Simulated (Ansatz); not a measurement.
Compressing ZrIr2: a fit and a missing row

ZrIr2, Fd-3m, a = 7.385 Å. The structure is a COD entry; whether it is the stable form wasn't checked. Ansatz: r2SCAN, PAW, 500 eV, Γ-centred 8×8×8 mesh on 6 atoms, Gaussian smearing 0.10 eV; no spin polarisation. Symmetry fixes shape and atoms, so the cell is only scaled; pressure is positive in compression.

| V (Å³/atom) | P (GPa) |
| --- | --- |
| 15.772 | ? |
| 16.276 | 8.63 |
| 16.779 | 0.00 |
| 17.283 | -7.30 |
| 17.786 | -13.46 |

Task: Take V0 = 16.779 Å³/atom, fit the third-order Birch–Murnaghan form to the other rows, and predict the missing pressure.

Result: With the Eulerian strain f = ½[(V0/V)^(2/3) − 1] and y = P/[3f(1 + 2f)^(5/2)], the form is the line y = B0 + 1.5 B0 (B0′ − 4) f. Rows (f, y): 0.01025, 266.8; -0.00977, 261.7; -0.01906, 259.4. Means f = -0.006193, y = 262.63; Σ(Δf)² = 0.0004487, ΣΔfΔy = 0.1135; the slope is their ratio. y = 264.2 + 252.8 f GPa, so B0 = 264.2 GPa and B0′ = 4 + 2 × (252.8)/(3 × 264.2) = 4.64. At V = 15.772, f = 0.02106, y = 269.52 and P = 18.88 GPa. The run gave 18.84 GPa, so the fit is 0.04 GPa too high, a small miss on the scale of the series. The form still works here, 33 % of the fitted range beyond its end.

Spin–orbit coupling is left out, which can shift energies with elements as heavy as these.